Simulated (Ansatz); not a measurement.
Ansatz (a program for electronic structure) input:

Ansatz 0.2 input:
```yaml
crystal:
  lattice:
    - [0.0, 3.2262885575, 3.2262885575]
    - [3.2262885575, 0.0, 3.2262885575]
    - [3.2262885575, 3.2262885575, 0.0]
  atoms:
    - { symbol: La, position: [0.0, 0.0, 0.0] }
    - { symbol: Sb, position: [0.5, 0.5, 0.5] }
kpoints:
  mp_grid: { grid: [11, 11, 11] }
hamiltonian:
  xc: pbesol
  pseudopotentials: { kind: paw }
scf:
  occupations: { method: fermi_dirac, width: 0.1 }
phonons:
  method: dfpt
  response_accuracy: low
  eigenvectors: true
  rigid_motions: translations
```

Output (shortened):

```
zone centre: on kpoints.mp_grid the ground state, and the responses unless they are solved on pairs of k-points, stand on 126 of the mesh's 1331 k-points, …
Pseudopotentials: kind: paw
Pseudopotential: La, paw, valence charge 11
Pseudopotential: Sb, paw, valence charge 15
Functional definition: PBEsol
Crystal: 2 atoms, lattice volume = 67.164 Å³
Basis set: ecut = 420 eV, 1363 PW (Γ), exchange–correlation on 64×64×64 points (8 copies of the dense FFT grid, shifted against one another)
Bands: 17, of which v1, the nominal top of the filled ones, is band 13 counted from 1 (12 counted from 0)
Symmetry: 48 space group operations
k-points: 126 of 1331 (irreducible under 8 space group operations, time reversal used)
PAW frozen core: La, regenerated for the run's functional, and the local potential with it
PAW frozen core: Sb, regenerated for the run's functional, and the local potential with it
Initial wavefunctions: pseudopotential atomic-orbital guess
Eigensolver: davidson
Functional: x = pbesol(κ = 0.804, μ = 0.12345679012345678), c = pbesol(β = 0.046)
SCF iter   1: F=—  HF=-12571.878488 eV  |F-HF|=—  |Δ(HF+E_count)|=         —  Δρ=2.14e-3  dr2=3.10e-3  ethr=1.77e-3  ⟨swp⟩=4.8  Hψ=9238  notcnv=0
all-band conjugate gradients solve this SCF's bands
preconditioner: auto → Kerker (q_TF=auto, 2.329 Å⁻¹)
SCF iter   2: F=—  HF=-12571.876652 eV  |F-HF|=—  |Δ(HF+E_count)|=   1.84e-3  Δρ=1.40e-3  dr2=1.32e-3  ethr=1.19e-5  ⟨swp⟩=2.5  Hψ=5027  notcnv=0
SCF iter   3: F=—  HF=-12571.876485 eV  |F-HF|=—  |Δ(HF+E_count)|=   1.67e-4  Δρ=4.66e-4  dr2=1.38e-4  ethr=5.06e-6  ⟨swp⟩=2.0  Hψ=3661  notcnv=0
SCF iter   4: F=—  HF=-12571.876417 eV  |F-HF|=—  |Δ(HF+E_count)|=   6.81e-5  Δρ=1.92e-4  dr2=3.70e-5  ethr=5.30e-7  ⟨swp⟩=2.0  Hψ=3656  notcnv=0
SCF iter   5: F=—  HF=-12571.876412 eV  |F-HF|=—  |Δ(HF+E_count)|=   4.54e-6  Δρ=4.35e-5  dr2=2.00e-6  ethr=1.42e-7  ⟨swp⟩=3.0  Hψ=3912  notcnv=0
SCF iter   6: F=—  HF=-12571.876411 eV  |F-HF|=—  |Δ(HF+E_count)|=   1.04e-6  Δρ=1.23e-5  dr2=1.03e-7  ethr=7.70e-9  ⟨swp⟩=2.1  Hψ=3530  notcnv=0
SCF iter   7: F=—  HF=-12571.876411 eV  |F-HF|=—  |Δ(HF+E_count)|=   6.01e-8  Δρ=2.40e-6  dr2=5.26e-9  ethr=3.95e-10  ⟨swp⟩=2.2  Hψ=3595  notcnv=0
SCF iter   8: F=—  HF=-12571.876411 eV  |F-HF|=—  |Δ(HF+E_count)|=  9.04e-10  Δρ=9.05e-7  dr2=5.50e-10  ethr=2.02e-11  ⟨swp⟩=2.0  Hψ=3502  notcnv=0
SCF iter  10: F=-12571.876411 eV  HF=-12571.876411 eV  |F-HF|=3.64e-12  |Δ(HF+E_count)|=  1.09e-11  Δρ=1.13e-8  dr2=6.40e-14  ethr=1.00e-12  ⟨swp⟩=6.2  Hψ=10245  notcnv=0
SCF 1 converged in 10 iterations: F = -12571.876411 eV  dr2 = 6.40e-14
DFPT response loops at Γ: preconditioner auto → Kerker (q_TF=auto, 2.329 Å⁻¹) (partly filled bands, converged f_vac=0.000) …
SCF converged after 10 iterations
Free energy (F): -12571.876411 eV
Harris-Foulkes:  -12571.876411 eV  (|F-HF|=3.64e-12)
Internal energy: -12571.865010 eV  (E = F + TS)
E sigma→0 (E₀):  -12571.870711 eV
Entropy (-TS):   -0.011401 eV (-5.701 meV/atom)
Fermi energy:    9.743762 eV
--- Per-component energies (eV) ---
  E_band       = -210.258379
  E_kinetic    = 400.257759
  E_local      = -2048.599099  (includes V_loc(G=0)·N_el)
  E_nonlocal   = 462.441284
  E_hartree    = 891.094751
  E_xc         = -276.105008
  E_vxc        = -244.270375  (∫ρ·V_xc dr)
  E_paw        = -9830.126911  (= ΣΔE_a)
  E_vpaw       = -562.277445  (= ΣTr[D̂ρ^β])
  E_aug_tail   = -0.000002  (compensation charges beyond the density's cutoff)
  E_ewald      = -2171.329151
  E_core_change = 0.501366  (= ΣΔE_core)
  E_smearing   = -0.011401  (= −TS)
  E_closure    =  0.000000  (closes the sum)
  Σ components = -12571.876411   (vs F -12571.876411, Δ=0.00e0)
  [band-id]    e_kinetic+e_local+e_nonlocal+2·e_hartree+e_vxc+e_vpaw+e_augmentation_tail = -210.258376   (vs E_band -210.258379, Δ=3.67e-6)
--- Band table (eV; the first three rows and the last of 126) ---
  k-point 0: bands = ["-22.7019", "-17.8911", "-17.8911", "-17.8608", "-17.8608", "-17.8608", "-6.3070", "-6.3070", "-6.3070", "0.7078", "9.9388", "9.9388", "9.9388", "10.9833", "10.9833", "10.9833", "11.6856"]
  k-point 1: bands = ["-22.7003", "-17.8913", "-17.8913", "-17.8608", "-17.8607", "-17.8607", "-6.3392", "-6.3074", "-6.3074", "0.8019", "9.4587", "9.6416", "9.6416", "11.0284", "11.0885", "11.0885", "11.7776"]
  k-point 2: bands = ["-22.6959", "-17.8917", "-17.8917", "-17.8606", "-17.8603", "-17.8603", "-6.4232", "-6.3084", "-6.3084", "1.0625", "8.5504", "9.1007", "9.1007", "11.0683", "11.3203", "11.3203", "11.9163"]
  k-point 125: bands = ["-22.6788", "-17.8917", "-17.8841", "-17.8600", "-17.8594", "-17.8575", "-6.5030", "-6.4989", "-6.4112", "1.6119", "7.8431", "8.2945", "8.4036", "11.3121", "11.5601", "11.9064", "11.9220"]
  band table: 17 of 17 bands, residual norms ≤ 1.0e-3 eV
--- Phonons (Γ-DFPT): 2 representative perturbations + reference, on 126 of 1331 k-points (Σ response iterations 4) ---
  k mesh reduced under 8 symmetry operations, with k and −k counted as one. Each operation leaves every solved perturbation unchanged …
  ASR residual: 8.874e-4 → 0.000e0 eV/Å²; symmetrization residual: 3.140e-4 eV/Å²
  ASR residual per site (eV/Å²): 8.87e-4 4.23e-4
  Γ frequencies (cm⁻¹): 0.00 0.00 0.00 126.84 126.84 126.84
  non-analytic LO–TO correction: not included (Born effective charges unavailable; polar crystals: no LO–TO splitting at Γ)
```

Cost: very roughly 40 core-seconds on shared cores.

Space group Fm-3m (rock salt). The workflow started from an entry of the Crystallography Open Database (COD). Its standing as an ambient phase is unchecked. The PBEsol relaxation kept the symmetry of its start; of distortions, only those at the zone centre were tested. As this level gives no gap, phonon frequencies hold no LO–TO term and depend on the k-mesh and smearing (Fermi–Dirac, 0.1 eV here). Scalar-relativistic: spin–orbit coupling is off unless named, which matters more the heavier the elements.

Potentials: the later of the program's two PAW sets.

Ansatz is a plane-wave DFT program.
